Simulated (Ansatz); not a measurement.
Ansatz (a program for electronic structure) input:

Ansatz 0.2 input:
```yaml
crystal:
  lattice:
    - [0.0, 3.6940439199, 3.6940439199]
    - [3.6940439199, 0.0, 3.6940439199]
    - [3.6940439199, 3.6940439199, 0.0]
  atoms:
    - { symbol: W, position: [0.75, 0.75, 0.75] }
    - { symbol: W, position: [0.5, 0.5, 0.5] }
    - { symbol: W, position: [0.125, 0.625, 0.125] }
    - { symbol: W, position: [0.125, 0.125, 0.125] }
    - { symbol: W, position: [0.625, 0.125, 0.125] }
    - { symbol: W, position: [0.125, 0.125, 0.625] }
kpoints:
  mp_grid: { grid: [7, 7, 7] }
  band_path:
    path:
      - [[0.0, 0.0, 0.0], [0.5, 0.0, 0.5], [0.625, 0.25, 0.625]]  # Γ-X-U
      - [[0.375, 0.375, 0.75], [0.0, 0.0, 0.0], [0.5, 0.5, 0.5], [0.5, 0.25, 0.75], [0.5, 0.0, 0.5]]  # K-Γ-L-W-X
    npoints: 12
basis: { xc_grid: 2 }
hamiltonian:
  xc: pbe
  pseudopotentials: { kind: paw }
magnetization: { noncollinear: true, spin_orbit: true }
scf:
  n_extra_bands: 12
  convergence: { dr2_threshold: 0.0000000001 }
  occupations: { method: gaussian, width: 0.05 }
output: { eigenvalues: true }
```

Output (shortened):

```
Pseudopotential: W, paw_fr, valence charge 14
Functional definition: PBE
non-collinear run that drives no moment, with spin-orbit …
Crystal: 6 atoms, lattice volume = 100.818 Å³
Basis set: ecut = 420 eV, 1989 PW (Γ), exchange–correlation on 72×72×72 points (8 copies of the dense FFT grid, shifted against one another)
Bands: 96, of which v1, the nominal top of the filled ones, is band 84 counted from 1 (83 counted from 0)
Symmetry: 48 space group operations + 48 with time reversal
k-points: 20 of 343
Projection manifold: j_resolved (fully-relativistic pseudo-atomic orbitals)
SCF iter   1: F=—  HF=-62456.812818 eV  |F-HF|=—  |Δ(HF+E_count)|=         —  Δρ=7.51e-2  dr2=1.20e1  dr2_m=0.00e0 (ungated)  ethr=3.10e-3  |M|=0.00e0 ∫|m|=0.00e0 μB  |m|>n=0.0e0 m-floor=0.0e0 τ_xc=0.0e0  β_m=0.30  ⟨swp⟩=5.6  Hψ=4487  notcnv=0
preconditioner: auto → Kerker (q_TF=auto, 2.647 Å⁻¹)
spin=Noncollinear: Kerker preconditioning applied to the charge; magnetization (m_x, m_y, m_z) channels mix plain (no charge-response kernel on spin).
SCF iter   2: F=—  HF=-62455.385786 eV  |F-HF|=—  |Δ(HF+E_count)|=    1.43e0  Δρ=4.86e-2  dr2=3.56e0  dr2_m=0.00e0 (ungated)  ethr=3.10e-3  |M|=0.00e0 ∫|m|=0.00e0 μB  |m|>n=0.0e0 m-floor=0.0e0 τ_xc=0.0e0  β_m=0.50  ⟨swp⟩=3.1  Hψ=1409  notcnv=0  defer=98
SCF iter   3: F=—  HF=-62454.614325 eV  |F-HF|=—  |Δ(HF+E_count)|=   7.71e-1  Δρ=1.71e-2  dr2=2.41e-1  dr2_m=0.00e0 (ungated)  ethr=3.10e-3  |M|=0.00e0 ∫|m|=0.00e0 μB  |m|>n=0.0e0 m-floor=0.0e0 τ_xc=0.0e0  β_m=0.70  ⟨swp⟩=2.9  Hψ=1345  notcnv=0  defer=98
SCF iter   4: F=—  HF=-62454.552371 eV  |F-HF|=—  |Δ(HF+E_count)|=   6.20e-2  Δρ=2.19e-3  dr2=5.68e-3  dr2_m=0.00e0 (ungated)  ethr=2.87e-4  |M|=0.00e0 ∫|m|=0.00e0 μB  |m|>n=0.0e0 m-floor=0.0e0 τ_xc=0.0e0  β_m=0.80  ⟨swp⟩=2.5  Hψ=1733  notcnv=0  defer=112
SCF iter   5: F=—  HF=-62454.552122 eV  |F-HF|=—  |Δ(HF+E_count)|=   2.49e-4  Δρ=5.28e-4  dr2=2.43e-4  dr2_m=0.00e0 (ungated)  ethr=6.77e-6  |M|=0.00e0 ∫|m|=0.00e0 μB  |m|>n=0.0e0 m-floor=0.0e0 τ_xc=0.0e0  β_m=0.90  ⟨swp⟩=2.0  Hψ=1166  notcnv=0  defer=112
SCF iter   6: F=—  HF=-62454.552097 eV  |F-HF|=—  |Δ(HF+E_count)|=   2.58e-5  Δρ=1.07e-4  dr2=2.75e-5  dr2_m=0.00e0 (ungated)  ethr=2.89e-7  |M|=0.00e0 ∫|m|=0.00e0 μB  |m|>n=0.0e0 m-floor=0.0e0 τ_xc=0.0e0  β_m=0.95  ⟨swp⟩=2.0  Hψ=1456  notcnv=0  defer=112
SCF iter   7: F=—  HF=-62454.552087 eV  |F-HF|=—  |Δ(HF+E_count)|=   9.75e-6  Δρ=2.57e-5  dr2=7.62e-7  dr2_m=0.00e0 (ungated)  ethr=3.27e-8  |M|=0.00e0 ∫|m|=0.00e0 μB  |m|>n=0.0e0 m-floor=0.0e0 τ_xc=0.0e0  β_m=0.98  ⟨swp⟩=2.0  Hψ=1210  notcnv=0  defer=112
SCF iter   8: F=—  HF=-62454.551954 eV  |F-HF|=—  |Δ(HF+E_count)|=   1.33e-4  Δρ=3.58e-6  dr2=2.70e-8  dr2_m=0.00e0 (ungated)  ethr=9.07e-10  |M|=0.00e0 ∫|m|=0.00e0 μB  |m|>n=0.0e0 m-floor=0.0e0 τ_xc=0.0e0  β_m=0.99  ⟨swp⟩=2.0  Hψ=1405  notcnv=0  defer=112
SCF iter  10: F=-62454.551954 eV  HF=-62454.551954 eV  |F-HF|=3.64e-11  |Δ(HF+E_count)|=  1.46e-11  Δρ=5.56e-8  dr2=1.58e-12  dr2_m=0.00e0 (ungated)  ethr=1.00e-12  |M|=0.00e0 ∫|m|=0.00e0 μB  |m|>n=0.0e0 m-floor=0.0e0 τ_xc=0.0e0  ⟨swp⟩=11.2  Hψ=3147  notcnv=0
SCF 1 converged in 10 iterations: F = -62454.551954 eV  dr2 = 1.58e-12
NSCF: frozen V_eff on 74 k-points
SCF converged after 10 iterations
Magnetization: |M| = 0.0000 μB,  M = (+0.0000, +0.0000, +0.0000) μB
Absolute magnetization: 0.0000 μB (∫|m|)
  site 0: m = (+0.0000, +0.0000, +0.0000) μB, |m| = 0.0000 μB  (R = 1.26 Å)
  site 1: m = (+0.0000, +0.0000, +0.0000) μB, |m| = 0.0000 μB  (R = 1.26 Å)
  site 2: m = (+0.0000, +0.0000, +0.0000) μB, |m| = 0.0000 μB  (R = 1.08 Å)
  site 3: m = (+0.0000, +0.0000, +0.0000) μB, |m| = 0.0000 μB  (R = 1.08 Å)
  site 4: m = (+0.0000, +0.0000, +0.0000) μB, |m| = 0.0000 μB  (R = 1.08 Å)
  site 5: m = (+0.0000, +0.0000, +0.0000) μB, |m| = 0.0000 μB  (R = 1.08 Å)
Free energy (F): -62454.551954 eV
Harris-Foulkes:  -62454.551954 eV  (|F-HF|=3.64e-11)
Internal energy: -62454.544344 eV  (E = F + TS)
E sigma→0 (E₀):  -62454.548149 eV
Entropy (-TS):   -0.007611 eV (-1.268 meV/atom)
Fermi energy:    21.010894 eV
--- Per-component energies (eV) ---
  E_band       = -625.376144
  E_kinetic    = 2693.668902
  E_local      = -4044.010740  (includes V_loc(G=0)·N_el)
  E_nonlocal   = -22.716041
  E_hartree    = 1459.437046
  E_xc         = -1596.632518
  E_vxc        = -1427.904330  (∫ρ·V_xc dr)
  E_paw        = -51499.971959  (= ΣΔE_a)
  E_vpaw       = -743.287675  (= ΣTr[D̂ρ^β])
  E_aug_tail   = -0.000356  (compensation charges beyond the density's cutoff)
  E_ewald      = -9444.318678
  E_smearing   = -0.007611  (= −TS)
  E_closure    = 0.000000  (closes the sum)
  Σ components = -62454.551954   (vs F -62454.551954, Δ=0.00e0)
  [band-id]    e_kinetic+e_local+e_nonlocal+2·e_hartree+e_vxc+e_vpaw+e_augmentation_tail = -625.376149   (vs E_band -625.376144, Δ=-5.24e-6)
--- Band table (eV; the first three rows and the last of 20) ---
  k-point 0: bands = ["-53.1036", "-53.1036", "-53.0875", "-53.0875", "-52.6439", "-52.6439", "-52.4290", "-52.4290", "-52.4290", "-52.4290", "-52.4290", "-52.4290", "-24.5240", "-24.5240", "-24.4825", "-24.4825", "-24.1628", "-24.1628", "-24.1112", …
  k-point 1: bands = ["-53.1028", "-53.1028", "-53.0880", "-53.0880", "-52.6363", "-52.6363", "-52.4371", "-52.4371", "-52.4290", "-52.4290", "-52.4290", "-52.4290", "-24.5223", "-24.5223", "-24.4831", "-24.4831", "-24.1542", "-24.1542", "-24.1107", …
  k-point 2: bands = ["-53.1009", "-53.1009", "-53.0894", "-53.0894", "-52.6166", "-52.6166", "-52.4580", "-52.4580", "-52.4290", "-52.4290", "-52.4290", "-52.4290", "-24.5179", "-24.5179", "-24.4851", "-24.4851", "-24.1422", "-24.1422", "-24.1094", …
  k-point 19: bands = ["-53.0958", "-53.0958", "-53.0937", "-53.0937", "-52.5533", "-52.5533", "-52.5232", "-52.5232", "-52.4290", "-52.4290", "-52.4289", "-52.4289", "-24.5024", "-24.5024", "-24.4958", "-24.4958", "-24.1209", "-24.1209", "-24.1079", …
```

Cost: very roughly 3 core-minutes on shared cores.

Space group Fd-3m. The start of the workflow was typed in or built on a structure type; neither database checked (COD, Materials Project) lists it. It is not the phase usual at ambient conditions (space group No. 229). The PBE relaxation kept the symmetry of its start; whether a distortion lowers the energy is not shown. The run is not spin-polarised.

Potentials: the later of the program's two PAW sets.

Ansatz is a plane-wave DFT program.
